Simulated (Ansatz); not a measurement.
A relaxed structure of FeSi. Computed with PBE (plane waves to 420 eV, PAW, scalar-relativistic; Ansatz, a first-principles code).

```xyz
8
Lattice="4.4480 0.0000 0.0000 0.0000 4.4480 0.0000 0.0000 0.0000 4.4480" Properties=species:S:1:pos:R:3 pbc="T T T"
Fe     3.8422     3.8422     3.8422
Fe     1.6182     2.8297     0.6057
Fe     0.6057     1.6182     2.8297
Fe     2.8297     0.6057     1.6182
Si     0.7077     0.7077     0.7077
Si     2.9317     1.5163     3.7403
Si     3.7403     2.9317     1.5163
Si     1.5163     3.7403     2.9317
```

Question: Find the space group and the Wyckoff positions (tolerance 0.01 Å).

Answer: Space group P2₁3 (No. 198); a = 4.448 Å, b = 4.448 Å, c = 4.448 Å, α = 90.00°, β = 90.00°, γ = 90.00°

```tsv
atom	site	symmetry	x	y	z
Fe	4a	.3.	0.8638	0.8638	0.8638
Si	4a	.3.	0.1591	0.1591	0.1591
```

This is the AFLOW prototype AB_cP8_198_a_a (B20, as in FeSi).

Question: Give the shortest distances between elements (the closest pairs, up to four, under 3.6 Å).

Answer: Fe–Si 2.27 Å; Fe–Fe 2.73 Å; Si–Si 2.76 Å.

```yaml
volume_per_atom: 11.00 Å³
band_gap: "no clear gap: the sampled points leave 0.16 eV away from the symmetry points, which may be a band crossing missed between them"
smallest_direct_gap: 0.18 eV at k = (0.0909, 0.0909, 0.3636)
magnetic_moment: zero (the starting moments vanished)
```

No spin polarisation in the result: the starting moments vanished. A magnetic state may lie lower.

The run could not lose the symmetry of its start; a randomly shaken copy of 8 atoms returns to this structure.
